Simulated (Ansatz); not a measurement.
**Zone-centre modes in InSe**

These are results of DFT PBE+D3(BJ), scalar-relativistic, plane waves, PAW in Ansatz, not measurements. The runs took a 420 eV cutoff, a Γ-centred 12×12×2 mesh and Gaussian smearing (0.03 eV). No spin polarisation.

The starting cell (relaxed at this level):

```
CELL_PARAMETERS angstrom
4.03177 0.00000 0.00000
-2.01589 3.49162 0.00000
0.00000 0.00000 16.76237
ATOMIC_POSITIONS crystal
In 0.33333 0.66667 0.16666
In 0.66667 0.33333 0.66666
In 0.33333 0.66667 0.33334
In 0.66667 0.33333 0.83334
Se 0.33333 0.66667 0.58987
Se 0.66667 0.33333 0.08987
Se 0.33333 0.66667 0.91013
Se 0.66667 0.33333 0.41013
```

Harmonic modes by finite displacements of 0.02 Å, without the LO–TO term.

**Question.** At this geometry, is the structure stable against these modes?

**Answer.** Yes: no mode is imaginary beyond 10 cm⁻¹, and only the three translations lie near zero.

**Question.** List the wavenumbers in cm⁻¹.

**Answer.** 0, 0, 0, 17, 17, 35, 35, 35, 38, 38, 104, 112, 166, 166, 167, 167, 170, 170, 171, 171, 185, 195, 223, 223.

Cost: 1 run of about 4.9 core-minutes, on Intel Xeon Platinum 8488C (Sapphire Rapids) (shared hosts).